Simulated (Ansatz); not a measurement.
Zr:
Space group Ibam (No. 72); a = 5.4617 Å, b = 8.2999 Å, c = 6.2126 Å, α = β = γ = 90.00°

```csv
atom,site,symmetry,x,y,z
Zr,4a,222,0.0000,0.0000,0.2500
Zr,8j,..m,0.0817,0.3225,0.0000
```
(The calculation used a cell of 6 atoms; values per cell refer to that cell.)

Relaxed with r²SCAN.

**Question.** Which orbitals make up the states near the Fermi level in plane-wave PAW r²SCAN (Ansatz code)?

**Answer.** Within 0.5 eV of the Fermi level: Zr 4d 87 %, Zr 5s 7 %. Projections are on Löwdin-orthogonalised atomic valence shells; empty p or d shells of many metals are not among them.

**Question.** Tabulate the density of states.

**Answer.** States/eV per cell of 6 atoms, in 0.25 eV bins, energy from the Fermi level.

```tsv
E (eV)	total	Zr 4d	Zr 5s	Zr 4p
-5.85	0.00	0.00	0.00	0.00
-5.60	0.15	0.00	0.13	0.00
-5.35	0.32	0.00	0.28	0.00
-5.10	0.44	0.00	0.39	0.01
-4.85	0.55	0.01	0.49	0.01
-4.60	0.67	0.02	0.59	0.02
-4.35	0.80	0.04	0.69	0.02
-4.10	0.95	0.07	0.80	0.03
-3.85	1.17	0.13	0.94	0.04
-3.60	1.45	0.25	1.09	0.05
-3.35	1.65	0.40	1.14	0.05
-3.10	2.35	0.85	1.38	0.06
-2.85	4.84	2.80	1.85	0.08
-2.60	7.67	5.54	1.89	0.10
-2.35	6.89	5.39	1.29	0.10
-2.10	6.30	5.28	0.84	0.09
-1.85	6.96	6.21	0.57	0.09
-1.60	8.81	7.97	0.58	0.13
-1.35	9.01	8.13	0.56	0.14
-1.10	7.51	6.70	0.46	0.13
-0.85	8.73	7.76	0.50	0.14
-0.60	7.77	6.81	0.51	0.12
-0.35	5.84	5.02	0.47	0.09
-0.10	5.93	5.21	0.39	0.08
0.15	5.80	5.08	0.36	0.07
0.40	5.68	4.92	0.32	0.06
0.65	5.91	5.36	0.23	0.04
0.90	7.95	7.36	0.27	0.04
1.15	6.64	5.94	0.33	0.04
1.40	8.97	8.21	0.36	0.05
1.65	7.46	6.88	0.25	0.04
1.90	10.42	9.58	0.34	0.05
2.15	7.54	6.85	0.33	0.03
2.40	5.65	5.12	0.26	0.02
```

The workflow started from a Materials Project entry (that database holds measured and hypothetical structures alike); the Crystallography Open Database copy checked does not list it. It is not the phase usual at ambient conditions (space group No. 194). Symmetry was held in the r²SCAN relaxation; whether a distortion lowers the energy is not shown. No spin polarisation was allowed. Axis ratios of metals converge slowly with the k-mesh, so a and c are less sure than the volume. Scalar-relativistic: spin–orbit coupling is off unless named, which matters more the heavier the elements.

Potentials: the later of the program's two PAW sets.
